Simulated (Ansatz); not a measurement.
input.yaml

```yaml
crystal:
  lattice:
    - [4.780685714, 0.0, 0.0]
    - [0.0, 5.9222342671, 0.0]
    - [0.0, 0.0, 25.8748322119]
  atoms:
    - { symbol: Si, position: [0.75, 0.657149949, 0.2898569521] }
    - { symbol: Si, position: [0.0, 0.157149949, 0.2898569521] }
    - { symbol: Si, position: [0.25, 0.8258831124, 0.3298101407] }
    - { symbol: Si, position: [0.5, 0.3258831124, 0.3298101407] }
    - { symbol: Ti, position: [0.75, 0.9830330615, 0.367020618] }
    - { symbol: Ti, position: [0.0, 0.4830330615, 0.367020618] }
    - { symbol: Si, position: [0.25, 0.1401830105, 0.4042310954] }
    - { symbol: Si, position: [0.5, 0.6401830105, 0.4042310954] }
    - { symbol: Si, position: [0.75, 0.3089161739, 0.444184284] }
    - { symbol: Si, position: [0.0, 0.8089161739, 0.444184284] }
    - { symbol: Ti, position: [0.25, 0.4660661229, 0.4813947613] }
    - { symbol: Ti, position: [0.5, 0.9660661229, 0.4813947613] }
    - { symbol: Si, position: [0.75, 0.623216072, 0.5186052387] }
    - { symbol: Si, position: [0.0, 0.123216072, 0.5186052387] }
    - { symbol: Si, position: [0.25, 0.7919492354, 0.5585584273] }
    - { symbol: Si, position: [0.5, 0.2919492354, 0.5585584273] }
    - { symbol: Ti, position: [0.75, 0.9490991844, 0.5957689046] }
    - { symbol: Ti, position: [0.0, 0.4490991844, 0.5957689046] }
    - { symbol: Si, position: [0.25, 0.1062491334, 0.632979382] }
    - { symbol: Si, position: [0.5, 0.6062491334, 0.632979382] }
    - { symbol: Si, position: [0.75, 0.2749822968, 0.6729325706] }
    - { symbol: Si, position: [0.0, 0.7749822968, 0.6729325706] }
    - { symbol: Ti, position: [0.25, 0.4321322459, 0.7101430479] }
    - { symbol: Ti, position: [0.5, 0.9321322459, 0.7101430479] }
basis:
  ecutwfc: 500
kpoints:
  mp_grid: { grid: [7, 6, 1] }
hamiltonian:
  xc: r2scan
scf:
  occupations: { method: gaussian, width: 0.1 }
output:
  forces: true
  stress: true
  eigenvalues: true
  write_density: true
  write_potential: true
  elf: true
  volumetric_format: npy
efield:
  axis: 3
  dipole_correction: true
  ramp_width: 0.04
```

Launched with
```bash
ansatz run input.yaml --threads 2 --pin off --max-ram 5120MiB --backend cpu --events-out ev --progress --plain --runs-dir out
```

All numbers below come from DFT r2SCAN, scalar-relativistic, plane waves, PAW (Ansatz 0.2.0).

From the run's log, abridged (iterations and final results):

```
SCF iter   1: F=—  HF=-30262.731485 eV  |F-HF|=—  |Δ(HF+E_count)|=         —  Δρ=8.10e-3  dr2=1.39e0  dr2_τ=1.88e-1  ethr=1.77e-3  p=0.316 e·Å  D=7.80e-2 V/Å  ΔV_dip=-2.02 eV  dr2_dipole=1.68e-1  V_vac-E_F(+/−)=3.00/5.01 eV  ⟨swp⟩=10.2  Hψ=9409  notcnv=0  defer=3
efield: sawtooth ramp at fractional position 0.9800 (placed from the atoms, in the widest stretch of the axis that holds none; the zero of the levels goes with the place), width 0.0400; the density the first Hamiltonian is built on has a dipole p = 0.316 e·Å; the dipole correction subtracts the counter field D = 7.80e-2 V/Å, which shifts the + side's vacuum level by -2.02 eV against the − side's; the planar-averaged density in the ramp window peaks in size at 5.8e-5 e/Å³
SCF iter   2: F=—  HF=-30263.105812 eV  |F-HF|=—  |Δ(HF+E_count)|=   3.74e-1  Δρ=4.80e-3  dr2=3.94e-1  dr2_τ=1.59e-2  ethr=8.72e-4  p=0.343 e·Å  D=8.47e-2 V/Å  ΔV_dip=-2.19 eV  dr2_dipole=1.62e-1  V_vac-E_F(+/−)=2.89/5.09 eV  ⟨swp⟩=2.4  Hψ=3232  notcnv=0  defer=233
SCF iter   3: F=—  HF=-30263.095674 eV  |F-HF|=—  |Δ(HF+E_count)|=   1.01e-2  Δρ=1.86e-3  dr2=4.16e-2  dr2_τ=2.60e-3  ethr=2.46e-4  p=0.347 e·Å  D=8.57e-2 V/Å  ΔV_dip=-2.22 eV  dr2_dipole=2.15e-4  V_vac-E_F(+/−)=2.88/5.10 eV  ⟨swp⟩=3.0  Hψ=3145  notcnv=0  defer=233
SCF iter   4: F=—  HF=-30263.092937 eV  |F-HF|=—  |Δ(HF+E_count)|=   2.74e-3  Δρ=7.44e-4  dr2=9.12e-3  dr2_τ=4.60e-5  ethr=2.60e-5  p=0.349 e·Å  D=8.61e-2 V/Å  ΔV_dip=-2.23 eV  dr2_dipole=7.04e-4  V_vac-E_F(+/−)=2.87/5.10 eV  ⟨swp⟩=2.1  Hψ=2040  notcnv=0  defer=233
SCF iter   5: F=—  HF=-30263.092401 eV  |F-HF|=—  |Δ(HF+E_count)|=   5.36e-4  Δρ=1.41e-4  dr2=4.36e-4  dr2_τ=7.57e-6  ethr=5.70e-6  p=0.353 e·Å  D=8.71e-2 V/Å  ΔV_dip=-2.25 eV  dr2_dipole=1.61e-4  V_vac-E_F(+/−)=2.86/5.11 eV  ⟨swp⟩=2.2  Hψ=2264  notcnv=0  defer=233
SCF iter   6: F=—  HF=-30263.092466 eV  |F-HF|=—  |Δ(HF+E_count)|=   6.54e-5  Δρ=6.42e-5  dr2=1.26e-4  dr2_τ=9.45e-7  ethr=2.72e-7  p=0.355 e·Å  D=8.76e-2 V/Å  ΔV_dip=-2.27 eV  dr2_dipole=7.04e-5  V_vac-E_F(+/−)=2.85/5.12 eV  ⟨swp⟩=2.5  Hψ=2857  notcnv=0  defer=233
SCF iter   7: F=—  HF=-30263.092505 eV  |F-HF|=—  |Δ(HF+E_count)|=   3.93e-5  Δρ=3.79e-5  dr2=2.50e-5  dr2_τ=4.79e-7  ethr=7.86e-8  p=0.357 e·Å  D=8.81e-2 V/Å  ΔV_dip=-2.28 eV  dr2_dipole=7.45e-6  V_vac-E_F(+/−)=2.84/5.12 eV  ⟨swp⟩=2.2  Hψ=2291  notcnv=0  defer=233
SCF iter   8: F=—  HF=-30263.092689 eV  |F-HF|=—  |Δ(HF+E_count)|=   1.84e-4  Δρ=1.03e-5  dr2=4.47e-6  dr2_τ=6.92e-8  ethr=1.56e-8  p=0.357 e·Å  D=8.83e-2 V/Å  ΔV_dip=-2.28 eV  dr2_dipole=2.37e-6  V_vac-E_F(+/−)=2.84/5.12 eV  ⟨swp⟩=2.1  Hψ=2592  notcnv=0  defer=233
SCF iter   9: F=—  HF=-30263.092689 eV  |F-HF|=—  |Δ(HF+E_count)|=   3.42e-7  Δρ=2.66e-6  dr2=1.09e-7  dr2_τ=2.17e-9  ethr=2.79e-9  p=0.358 e·Å  D=8.83e-2 V/Å  ΔV_dip=-2.28 eV  dr2_dipole=9.52e-10  V_vac-E_F(+/−)=2.84/5.12 eV  ⟨swp⟩=2.0  Hψ=1840  notcnv=0  defer=233
SCF iter  10: F=-30263.092689 eV  HF=-30263.092689 eV  |F-HF|=5.11e-8  |Δ(HF+E_count)|=   6.15e-8  Δρ=1.28e-6  dr2=4.65e-8  dr2_τ=5.13e-10  ethr=6.25e-11  p=0.358 e·Å  D=8.83e-2 V/Å  ΔV_dip=-2.29 eV  dr2_dipole=1.65e-8  V_vac-E_F(+/−)=2.84/5.12 eV  ⟨swp⟩=29.6  Hψ=17184  notcnv=0
SCF 1 converged in 10 iterations: F = -30263.092689 eV  dr2 = 4.65e-8
WARN: The output density's exchange-correlation potential varies sharply where the density is thin. Do not read a vacuum level from v_tot or v_xc, or from such a field of the output density. On a cell that repeats whose density bears no net charge and no dipole along the vacuum's axis use v_es (v_loc + v_h of the components); under efield.dipole_correction with no amplitude use v_es + v_field, which holds any external_charges[].barrier, or the levels of the report's work_function block, which leave it out; under a non-zero efield.amplitude the vacuum is tilted and has no level; on a cell that repeats and bears such a dipole with no correction it is tilted too, and efield.dipole_correction wi ...
SCF converged after 10 iterations
Free energy (F): -30263.092689 eV
Harris-Foulkes:  -30263.092689 eV  (|F-HF|=5.11e-8)
Internal energy: -30263.010424 eV  (E = F + TS)
E sigma→0 (E₀):  -30263.051557 eV
Entropy (-TS):   -0.082265 eV (-3.428 meV/atom)
Fermi energy:    3.715179 eV
Dipole field:    D = 0.088231 V/Å  (p = 0.357202 e·Å, saw-weighted, corrected)
Work function:   Φ+ = 2.8367 eV   Φ− = 5.1197 eV
Levels:          The Fermi level and band energies are counted from a zero that moves with the ramp; work functions are not
--- Per-component energies (eV) ---
  E_band       = -2402.680908
  E_kinetic    = 2853.203262
  E_local      = -111533.594013  (includes V_loc(G=0)·N_el)
  E_nonlocal   = 451.276813
  E_hartree    = 54545.352269
  E_xc         = -1580.996142
  E_vxc        = -1883.895731  (∫ρ·V_xc dr)
  E_paw        = -16765.038408  (= ΣΔE_a)
  E_vpaw       = -1482.596500  (= ΣTr[D̂ρ^β])
  E_aug_tail   = 0.000812  (compensation charges beyond the density's cutoff)
  E_vtau       = 107.931641  (kinetic-family band-sum trace: ∫τ·v_τ [+ j·A + Jᵃ·Aᵃ] dr)
  E_efield     = 0.015758  (sawtooth field / dipole correction)
  E_vefield    = -5.705855  (∫n·V_field dr)
  E_ewald      = 41770.019810
  E_core_change = -3.250585  (= ΣΔE_core)
  E_smearing   = -0.082265  (= −TS)
--- Forces (eV/Å), atoms counted from 1 ---
  atom   1  Si    -0.66600231     0.28583555     0.50054812
  atom   2  Si     0.66600231     0.28583555     0.50054812
  atom   3  Si     0.28581052     0.19826561    -0.25571330
  atom   4  Si    -0.28581052     0.19826561    -0.25571330
  atom   5  Ti    -0.06385684    -0.14727743     0.11398139
  atom   6  Ti     0.06385684    -0.14727743     0.11398139
  atom   7  Si     0.04000654    -0.22116409    -0.33554644
  atom   8  Si    -0.04000654    -0.22116409    -0.33554644
  atom   9  Si    -0.10378689    -0.11880511    -0.07393846
  atom  10  Si     0.10378689    -0.11880511    -0.07393846
  atom  11  Ti    -0.00966552    -0.00310420     0.03865689
  atom  12  Ti     0.00966552    -0.00310420     0.03865689
  atom  13  Si    -0.01349191     0.01652228    -0.06962726
  atom  14  Si     0.01349191     0.01652228    -0.06962726
  atom  15  Si    -0.00103974    -0.02474344    -0.02703174
  atom  16  Si     0.00103974    -0.02474344    -0.02703174
  atom  17  Ti     0.00881486     0.22482932     0.13976059
  atom  18  Ti    -0.00881486     0.22482932     0.13976059
  atom  19  Si    -0.01187865    -0.12748294     0.60867311
  atom  20  Si     0.01187865    -0.12748294     0.60867311
  atom  21  Si    -0.14003851     0.00051273     0.53383306
  atom  22  Si     0.14003851     0.00051273     0.53383306
  atom  23  Ti    -0.30068677    -0.08333625    -1.17350632
  atom  24  Ti     0.30068677    -0.08333625    -1.17350632
--- Stress (GPa, compression-positive) ---
       -2.065924       0.000000       0.000000
        0.000000      -1.389225      -0.683009
        0.000000      -0.683009      -1.178452
  P = ⅓ Tr σ = -1.5445 GPa (-15.445 kbar)
--- Band table (eV; the first three rows and the last of 16) ---
  k-point 0: bands = ["-55.8039", "-55.7898", "-54.9429", "-54.9334", "-54.9277", "-54.9231", "-54.9182", "-54.9081", "-31.2291", "-31.2111", "-30.9688", "-30.9609", "-30.9463", "-30.8112", "-30.2941", "-30.2822", "-30.2731", "-30.2560", "-30.2511", "-30.2419", "-30.2196", "-30.1941", "-30.1818", "-30.1800", "-30.1718", "-30.1605", "-30.1481", "-30.1464", "-30.1392", "-30.1251", "-30.1212", "-30.0989", "-9.4115", "-8.6611", "-7.5237", "-6.0793", "-5.5525", "-5.4541", "-4.9148", "-4.8404", "-4.6318", "-4.0888", "-3.7724", "-3.2872", "-3.0590", "-2.5179", "-1.6440", "-1.2615", "-1.0714", "-0.9940", "-0.6174", "-0.6088", "-0.4120", "-0.1659", "-0.0468", "0.0935", "0.4239", "0.4515", "0.9862", " ...
  k-point 1: bands = ["-55.8029", "-55.7908", "-54.9419", "-54.9323", "-54.9287", "-54.9221", "-54.9192", "-54.9091", "-31.2279", "-31.2123", "-30.9697", "-30.9683", "-30.9304", "-30.8189", "-30.2866", "-30.2805", "-30.2661", "-30.2577", "-30.2447", "-30.2406", "-30.2199", "-30.1968", "-30.1855", "-30.1804", "-30.1697", "-30.1660", "-30.1502", "-30.1467", "-30.1415", "-30.1253", "-30.1238", "-30.1035", "-9.2890", "-8.5431", "-7.4131", "-6.5853", "-5.9863", "-5.9318", "-4.9533", "-4.5270", "-4.3759", "-3.9012", "-3.7541", "-2.9614", "-2.8586", "-2.2578", "-1.5567", "-1.5169", "-0.9001", "-0.8897", "-0.6108", "-0.5957", "-0.4976", "-0.2925", "-0.1217", "0.2025", "0.2495", "0.5103", "0.8069", " ...
  k-point 2: bands = ["-55.8004", "-55.7933", "-54.9391", "-54.9315", "-54.9296", "-54.9220", "-54.9193", "-54.9118", "-31.2246", "-31.2156", "-30.9734", "-30.9719", "-30.9022", "-30.8401", "-30.2758", "-30.2668", "-30.2624", "-30.2461", "-30.2374", "-30.2320", "-30.2172", "-30.2106", "-30.1987", "-30.1806", "-30.1764", "-30.1640", "-30.1601", "-30.1476", "-30.1424", "-30.1296", "-30.1251", "-30.1137", "-8.9264", "-8.1938", "-7.5461", "-7.0851", "-6.8622", "-5.8309", "-5.7096", "-4.6407", "-4.2157", "-3.3026", "-3.0379", "-2.6874", "-2.6741", "-1.8933", "-1.5187", "-1.2164", "-1.1913", "-0.7940", "-0.6573", "-0.5968", "-0.4191", "-0.2628", "-0.0280", "0.1430", "0.2563", "0.4265", "0.5687", " ...
  k-point 15: bands = ["-55.7968", "-55.7968", "-54.9352", "-54.9352", "-54.9257", "-54.9257", "-54.9156", "-54.9156", "-31.2199", "-31.2199", "-30.9764", "-30.9764", "-30.8691", "-30.8691", "-30.2692", "-30.2692", "-30.2415", "-30.2415", "-30.2386", "-30.2386", "-30.2140", "-30.2140", "-30.2067", "-30.2067", "-30.1703", "-30.1703", "-30.1518", "-30.1518", "-30.1380", "-30.1380", "-30.1219", "-30.1219", "-7.4744", "-7.4744", "-6.8944", "-6.8944", "-6.2859", "-6.2859", "-5.2220", "-5.2220", "-4.7838", "-4.7838", "-4.5133", "-4.5133", "-3.6265", "-3.6265", "-2.5257", "-2.5257", "-1.2105", "-1.2105", "-0.2744", "-0.2744", "0.3517", "0.3517", "0.7902", "0.7902", "1.0813", "1.0813", "1.2334", "1. ...
```

The calculation finished and met its thresholds.

It took 4.2 min on 2 threads of Arm Neoverse V2, on a shared host, peak memory 2.9 GiB.